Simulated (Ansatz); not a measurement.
RuS$_{2}$:
Space group Pa-3 (No. 205); a = b = c = 5.5804 Å, α = β = γ = 90.00°

```csv
atom,site,symmetry,x,y,z
Ru,4a,.-3.,0.0000,0.0000,0.0000
S,8c,.3.,0.3863,0.3863,0.3863
```

Relaxed with PBEsol. Independent-particle spectrum: no excitons, no local fields, no scissors shift; 0.1 eV broadening; ε₁ of the summed bands alone.

### Question
Tabulate the dielectric function from PBEsol (plane waves, PAW; program Ansatz).

### Answer


```tsv
E (eV)	ε₁ xx	ε₂ xx
0.0	16.97	0.00
0.4	17.19	0.00
0.8	17.90	0.00
1.2	19.34	0.21
1.6	21.97	0.41
2.0	27.14	4.08
2.4	29.53	13.68
2.8	27.81	19.82
3.2	13.88	31.74
3.6	4.36	24.98
4.0	-1.80	23.25
4.4	-3.64	17.61
4.8	-2.99	13.15
5.2	-3.10	9.94
5.6	-1.66	8.25
6.0	-1.29	7.72
6.4	-0.72	7.77
6.8	0.96	6.02
7.2	1.32	8.27
7.6	-0.03	8.49
8.0	-1.08	8.94
8.4	-2.30	6.76
8.8	-1.47	5.40
9.2	-0.54	5.51
9.6	-0.15	6.66
10.0	-2.48	7.15
10.4	-3.06	5.46
10.8	-2.32	4.80
11.2	-2.01	4.38
11.6	-2.61	4.45
12.0	-2.53	3.64
```

### Question
From ε at 1.7 eV (xx: 23.15 + 0.61i), find n, k, the normal reflectivity and the absorption coefficient.

### Answer
n = 4.81, k = 0.063, R = 43 %, α = 2kE/ħc = 11000 cm⁻¹.

With all bands, ε∞ without local fields is 17.2. DFPT, with local fields, gives 16.6.

The PBEsol relaxation kept the symmetry of its start. The run is not spin-polarised. Scalar-relativistic: spin–orbit coupling is off unless named, which matters more the heavier the elements.

Potentials: the later of the program's two PAW sets.
